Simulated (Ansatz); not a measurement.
# Property card for InPt3

InPt3:
```
CELL_PARAMETERS angstrom
      3.99277     0.00000     0.00000
      0.00000     3.99277     0.00000
      0.00000     0.00000     3.99277
ATOMIC_POSITIONS crystal
  In 0.00000 0.00000 0.00000
  Pt 0.00000 0.50000 0.50000
  Pt 0.50000 0.00000 0.50000
  Pt 0.50000 0.50000 0.00000
```

Space group Pm-3m (No. 221), Cu3Au type; conventional cell a = 3.993 Å, b = 3.993 Å, c = 3.993 Å, α = 90.00°, β = 90.00°, γ = 90.00°.

Method: DFT-PBEsol in the program Ansatz with PAW potentials. Geometry: relaxed at this level of theory. Other levels are named where they apply.

### Cell and energy

| Quantity | Value |
|---|---|
| Volume per atom | 15.91 Å³ |
| Density | 18.26 g/cm³ |
| Formation energy from the elements (no fitted shifts) | -0.38 eV/atom |

### Electronic structure

| Quantity | Value |
|---|---|
| Electronic character | metallic (no gap) |
| Density of states at the Fermi level | 0.85 states/eV per atom (mean over ±0.08 eV) |
| Gap with spin–orbit coupling | none (metallic) |

### Mechanics

| Quantity | Value |
|---|---|
| Bulk modulus (Birch–Murnaghan fit) | 228 GPa |
| Pressure derivative B′ | 5.3 |
| Elastic constants (relaxed ions, GPa) | C11 = 300, C12 = 193, C44 = 96.5 |
| Mechanical stability | stable (all eigenvalues of C positive) |
| Hill bulk and shear moduli | 228 and 76.2 GPa |
| Young's modulus | 206 GPa |
| Poisson's ratio | 0.35 |
| Debye temperature from the elastic constants | 272 K |

### Phonons

| Item | Value |
|---|---|
| Highest zone-centre frequency | 187 cm⁻¹ |
| Zone-centre stability | no imaginary mode at Γ |

The first step of the workflow began from a Materials Project structure, measured or hypothetical; the Crystallography Open Database files this formula in space group No. 221, but the cells were not matched. Its standing as an ambient phase is unchecked. The PBEsol relaxation kept the symmetry of its start. No spin polarisation was allowed. As this level gives no gap, shear constants depend on the k-mesh and smearing (Fermi–Dirac, 0.1 eV here). As this level gives no gap, phonon frequencies hold no LO–TO term and depend on the k-mesh and smearing (Fermi–Dirac, 0.1 eV here). The references are the lowest solids computed at this level, not always the standard phases. Scalar-relativistic: spin–orbit coupling is off unless named, which matters more the heavier the elements.

Potentials: the later of the program's two PAW sets.
